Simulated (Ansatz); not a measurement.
TiTe₂ (CdI2 type)

```yaml
crystal:
  lattice:
    - [7.39463, 0.00000, 0.00000]
    - [-1.84866, 3.20197, 0.00000]
    - [0.00000, 0.00000, 6.38398]
  atoms:
    - { symbol: Ti, position: [0.00000, 0.00000, 0.00000] }
    - { symbol: Ti, position: [0.50000, 0.00000, 0.00000] }
    - { symbol: Te, position: [0.16667, 0.66667, 0.27110] }
    - { symbol: Te, position: [0.66667, 0.66667, 0.27110] }
    - { symbol: Te, position: [0.33333, 0.33333, 0.72890] }
    - { symbol: Te, position: [0.83333, 0.33333, 0.72890] }
```

In this cell atom 3 (Te, nearest neighbour Ti at 2.748 Å; its periodic images, 3.7 Å or more away, move with it) is moved by s along Cartesian x, unit vector (1.000, 0.000, 0.000); all other atoms and the cell stay fixed.

The numbers are results of PBE-D3(BJ) (plane waves to 420 eV, PAW, scalar-relativistic; Ansatz, a quantum-chemistry and plane-wave program), not measurements. k mesh 6×12×6 (Γ-centred), Fermi-Dirac smearing 0.05 eV. E stands for the smeared free energy. With partly filled bands, energies and forces of such displacements shift with the k mesh and the smearing. Spin-orbit coupling is left out, though Te is heavy. TiTe2 is run without spin polarisation. TiTe2 was relaxed with its symmetry unable to fall. The zero of ΔE is the undisplaced structure. The last digit holds for this mesh only.

```
s (Å)   ΔE (meV/cell)
------  -------------
-0.270          212.6
-0.216       withheld
-0.162           76.1
-0.108           33.8
-0.054            8.4
0.000             0.0
0.054             8.5
0.108            33.9
0.162            76.7
0.216           137.0
0.270           215.3
```

Question: Fit a polynomial form (powers 2, 3, 4) to the given rows and predict ΔE at s = -0.216.

Answer: Least squares on the 10 given rows: ΔE = (2897)·s² + (68.67)·s³ + (513.4)·s⁴, in meV/cell with s in Å; root-mean-square residual 0.03 meV/cell. At -0.216 the fit gives 135.6 meV/cell; the calculation gives 135.6 meV/cell, the same to the digits shown. The quadratic term alone would give 135.2 meV/cell.

(For displaced atoms, the force is minus the slope of the energy, and its curvature is a force constant, which sets phonon frequencies.)
